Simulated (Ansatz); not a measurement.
Relaxing a structure of BN

The start is a generated cell, BN built in the 6H structure type. The structure is fully relaxed (lattice and positions, P = 0) with PBE (plane waves to 420 eV, PAW, scalar-relativistic; Ansatz, a program for electronic structure). The first steps use a coarse 8×8×2 k-mesh.

The start:
```
CELL_PARAMETERS angstrom
      2.63725     0.00000     0.00000
     -1.31863     2.28393     0.00000
      0.00000     0.00000    12.94088
ATOMIC_POSITIONS crystal
  B  0.00000 0.00000 0.00000
  B  0.00000 0.00000 0.50000
  B  0.66667 0.33333 0.83325
  B  0.33333 0.66667 0.33325
  B  0.66667 0.33333 0.16650
  B  0.33333 0.66667 0.66650
  N  0.00000 0.00000 0.87460
  N  0.00000 0.00000 0.37460
  N  0.66667 0.33333 0.70785
  N  0.33333 0.66667 0.20785
  N  0.66667 0.33333 0.04150
  N  0.33333 0.66667 0.54150
```

### Question
How large is the pressure on the unrelaxed cell, and of which sign?

### Answer
-27.5 GPa (negative: the cell is under tension).

### Question
By how much does the energy per atom fall from start to end?

### Answer
0.050 eV/atom.

### Question
How do the shortest distances between atoms change?

### Answer
The closest pairs of elements (up to four, under 3.6 Å), start → end: B–N 1.61 → 1.57 Å; B–B 2.64 → 2.56 Å; N–N 2.64 → 2.56 Å.

### Question
Is the relaxed structure metallic? Give its gap.

### Answer
5.19 eV, indirect (valence top at Γ, conduction bottom at M) (no spin-orbit coupling).

The space group stays P6₃mc (No. 186) (the run could not lower it); the end is AFLOW prototype AB_hP12_186_a2b_a2b (B6, as in SiC), with 12 atoms in the primitive cell. Final values are on a 12×12×2 k-mesh of the relaxed cell. No spin polarisation in the result.

The run could not lose the symmetry of its start; a randomly shaken copy of 12 atoms returns to this structure.

The first start was generated by placing the elements on the sites of a structure type. A measured structure of BN has the same space group, P6₃mc (No. 186); the sites were not compared with it.
